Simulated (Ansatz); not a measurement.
Gd2SO2 in the Ce2O2S-type structure

All numbers are calculated (PBEsol+U, U_eff = 5.0 eV (Dudarev form) on Gd f, fully localised double counting, collinear spin, scalar-relativistic, 420 eV, PAW set soft_2 (made for PBE), 6×6×3 mesh, Gaussian smearing of 0.05 eV) with the plane-wave PAW code Ansatz.

```
Gd O S
1.0
     3.87352    0.00000    0.00000
    -1.93676    3.35457    0.00000
     0.00000    0.00000    6.59755
Gd O S
2 2 1
Cartesian
  0.0000 2.2364 1.8473
  1.9368 1.1182 4.7502
  0.0000 2.2364 4.1565
  1.9368 1.1182 2.4411
  0.0000 0.0000 0.0000
```

The cell is an idealised prototype at the compound's measured volume; the real structure may be a distorted variant.

Cell and atoms stay fixed. Atoms count from 1 in the text and from 0 in parts of the program's output.

Two runs on this cell converged from different starts. The ends of their outputs, energies left out (λ are the eigenvalues of a shell's occupation matrix):

Run A:

```
Magnetization: 0.0000 μB (27.0000 up, 27.0000 down)
Absolute magnetization: 14.1866 μB (∫|ρ↑−ρ↓|, with the PAW one-centre terms)
Per-site moments (μB) at R_I (Å): [(6.85390, 0.95252), (-6.85390, 0.95252), (0.01711, 0.95252), (-0.01711, 0.95252), (0.00000, 1.19653)]
Fermi energy:    12.175164 eV
--- Forces (eV/Å), atoms counted from 1 ---
  atom   1  Gd     0.00000000     0.00000000     0.21791197
  atom   2  Gd     0.00000000     0.00000000    -0.21791192
  atom   3  O      0.00000000     0.00000000     0.00474070
  atom   4  O      0.00000000     0.00000000    -0.00474071
  atom   5  S      0.00000000     0.00000000     0.00000002
--- Stress (GPa, compression-positive) ---
       -3.405246       0.000000       0.000000
        0.000000      -3.405246       0.000000
        0.000000       0.000000      -1.782153
  P = ⅓ Tr σ = -2.8642 GPa (-28.642 kbar)
--- Löwdin populations: 5 sites ---
  site symbol       q [e]    m [muB]
     0     Gd     17.1544     7.0413
     1     Gd     17.1544    -7.0413
     2      O      6.5912     0.0150
     3      O      6.5912    -0.0150
     4      S      6.4027     0.0000
--- Occupation matrices: 2 shells (run DFT+U table (all-electron-ortho-atomic); ε = 3.18e-4) ---
  Gd0 f_4F up     Tr n = 6.9946  λ = 0.998 0.999 0.999 0.999 1.000 1.000 1.000
  Gd0 f_4F dn     Tr n = 0.0523  λ = 0.006 0.006 0.006 0.006 0.007 0.007 0.015
  Gd1 f_4F up     Tr n = 0.0523  λ = 0.006 0.006 0.006 0.006 0.007 0.007 0.015
  Gd1 f_4F dn     Tr n = 6.9946  λ = 0.998 0.999 0.999 0.999 1.000 1.000 1.000
```

Run B:

```
Magnetization: 10.0000 μB (32.0000 up, 22.0000 down)
Absolute magnetization: 10.8830 μB (∫|ρ↑−ρ↓|, with the PAW one-centre terms)
Per-site moments (μB) at R_I (Å): [(4.91684, 0.95252), (4.91684, 0.95252), (-0.03819, 0.95252), (-0.03819, 0.95252), (-0.02417, 1.19653)]
--- Magnetisation constraints (ε_frz = 1.0e-4 eV) ---
  site  kind          target   achieved (μB)  |Δ|max (μB)  g (eV/μB)  λ_eff  esc  ok  flags
  cell  total_moment  +7.0000  +10.0000       3.00e0       +0.00e0    0.000  0    —   released
Fermi energy:    11.397619 eV
--- Forces (eV/Å), atoms counted from 1 ---
  atom   1  Gd     0.00000000     0.00000000     0.24882351
  atom   2  Gd     0.00000000     0.00000000    -0.24882351
  atom   3  O      0.00000000     0.00000000    -0.08288097
  atom   4  O      0.00000000     0.00000000     0.08288097
  atom   5  S      0.00000000     0.00000000     0.00000000
--- Stress (GPa, compression-positive) ---
       -3.569942       0.000000       0.000000
        0.000000      -3.569942       0.000000
        0.000000       0.000000      -2.565707
  P = ⅓ Tr σ = -3.2352 GPa (-32.352 kbar)
--- Löwdin populations: 5 sites ---
  site symbol       q [e]    m [muB]
     0     Gd     17.1716     5.0508
     1     Gd     17.1716     5.0508
     2      O      6.5797    -0.0400
     3      O      6.5797    -0.0400
     4      S      6.3949    -0.0250
--- Occupation matrices: 2 shells (run DFT+U table (all-electron-ortho-atomic); ε = 1.47e-2) ---
  Gd0 f_4F up     Tr n = 6.0324  λ = 0.037 0.998 0.999 0.999 0.999 0.999 1.000
  Gd0 f_4F dn     Tr n = 1.0445  λ = 0.006 0.007 0.007 0.008 0.008 0.011 0.997
  Gd1 f_4F up     Tr n = 6.0324  λ = 0.037 0.998 0.999 0.999 0.999 0.999 1.000
  Gd1 f_4F dn     Tr n = 1.0445  λ = 0.006 0.007 0.007 0.008 0.008 0.011 0.997
```

Task: Which run lies higher in energy, by how much, and why?

Result: Run B, by 1259.6 meV/atom. Run B has a gap of 1.24 eV and a whole-number cell moment of 10 μB, as a collinear insulator must have; run A has a gap of 2.98 eV. Run B kept 12 symmetry operations, run A 6. On Gd1, N↑ − N↓ is 4.99 in size in run B against 6.94 in run A: with fewer parallel spins, run B lacks part of the exchange energy behind Hund's first rule. They differ in magnetic order (signs of the magnetic ions' moments, up to an overall flip, +− in run A, ++ in run B) and in their orbitals (elements of the occupation matrices differ by up to 0.99). A third run (ferromagnetic start, free, symmetry kept, no search) has the order of run B and the orbitals of run A (matrices equal within 0.01); it lies 1.2 meV/atom higher than run A, and run B lies 1258.4 meV/atom higher than it. So of the 1259.6 meV/atom the spin state and orbitals give 1258.4 and the order of the moments 1.2: the difference is almost all the shell's spin state. With J = 0 the Hubbard energy is (U/2) Σ λ(1 − λ), a penalty on fractional natural occupations. The sums Σ λ(1 − λ) over the cell's shells are 0.11 for run A and 0.18 for run B, which at U/2 = 2.50 eV give 0.29 and 0.45 eV per cell. Of the difference of 6.30 eV per cell, the Hubbard term gives 0.17 eV and all other terms 6.13 eV, so the Hubbard term itself makes little of it, though U shapes both states. The other terms are taken on each state's own density, so they aren't the result of a run without U.

In the lower state the fixed cell carries a pressure of -2.9 GPa (the cell is larger than this level of theory would relax to) and forces up to 0.22 eV/Å; relaxing would change energies and could change the order of close states.

Run B started from: total moment held at first, then free, 7.00 μB per cell, moments Gd1 3.50; Gd2 3.50 μB. Run A started from: antiferromagnetic start, free, moments Gd1 7.00; Gd2 -7.00 μB, occupations held for 8 iterations. At this level the cell was started in 17 ways, of which 4 didn't converge. Run A holds the lowest state found for this cell, which doesn't make it the ground state. Spin–orbit coupling is left out. The value of U was drawn from a range and not derived for this compound; another value can change gaps, moments and the order of states. A gap on the mesh alone may shrink between mesh points.
